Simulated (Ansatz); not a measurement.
Starting cell, Hf (hcp, Mg type):

```yaml
crystal:
  lattice:
    - [6.39583, 0.00000, 0.00000]
    - [-1.59896, 2.76947, 0.00000]
    - [0.00000, 0.00000, 5.04735]
  atoms:
    - { symbol: Hf, position: [0.16667, 0.66667, 0.75000] }
    - { symbol: Hf, position: [0.66667, 0.66667, 0.75000] }
    - { symbol: Hf, position: [0.33333, 0.33333, 0.25000] }
    - { symbol: Hf, position: [0.83333, 0.33333, 0.25000] }
```

The atoms are displaced by Q × the pattern below (from a DFPT mode at M = (0.5, 0.0, 0.0), largest move 1; Q in Å), at fixed cell. (q is in reciprocal vectors of the primitive cell; the cell shown is doubled to hold the pattern.)

```tsv
atom	x	y	z
Hf1	0.000	0.000	1.000
Hf2	0.000	0.000	-1.000
Hf3	0.000	0.000	1.000
Hf4	0.000	0.000	-1.000
```

All values below come from r2SCAN (plane waves to 500 eV, PAW, scalar-relativistic; Ansatz, a first-principles code). k mesh 17×17×9 (Γ-centred), Fermi-Dirac smearing 0.05 eV. Energies are smeared free energies. With partly filled bands, energies and forces of such displacements shift with the k mesh and the smearing. Hf is run without spin polarisation. Hf was relaxed with its symmetry unable to fall. Spin-orbit coupling is left out, though Hf is heavy. ΔE is measured from the undisplaced structure. The last digit holds for this mesh only.

```json
[
 {"Q (Å)": "-0.180", "ΔE (meV/cell)": "270.3"},
 {"Q (Å)": "-0.150", "ΔE (meV/cell)": "184.7"},
 {"Q (Å)": "-0.120", "ΔE (meV/cell)": "116.0"},
 {"Q (Å)": "-0.090", "ΔE (meV/cell)": "withheld"},
 {"Q (Å)": "-0.060", "ΔE (meV/cell)": "27.9"},
 {"Q (Å)": "-0.030", "ΔE (meV/cell)": "6.9"},
 {"Q (Å)": "0.000", "ΔE (meV/cell)": "0.0"},
 {"Q (Å)": "0.030", "ΔE (meV/cell)": "6.9"},
 {"Q (Å)": "0.060", "ΔE (meV/cell)": "27.9"},
 {"Q (Å)": "0.090", "ΔE (meV/cell)": "withheld"},
 {"Q (Å)": "0.120", "ΔE (meV/cell)": "116.0"},
 {"Q (Å)": "0.150", "ΔE (meV/cell)": "184.7"},
 {"Q (Å)": "0.180", "ΔE (meV/cell)": "270.3"}
]
```

Fit an even polynomial form (powers 2, 4, 6) to the given rows and predict ΔE at Q = 0.090.

Least squares on the 11 given rows: ΔE = (7653)·Q² + (32730)·Q⁴ + (-353900)·Q⁶, in meV/cell with Q in Å; root-mean-square residual 0.04 meV/cell. At 0.090 the fit gives 63.9 meV/cell; the calculation gives 63.8 meV/cell, so the interpolation is off by 0.1 (+0.2 %). The quadratic term alone would give 62.0 meV/cell.

(For displaced atoms, the force is minus the slope of the energy, and its curvature is a force constant, which sets phonon frequencies.)
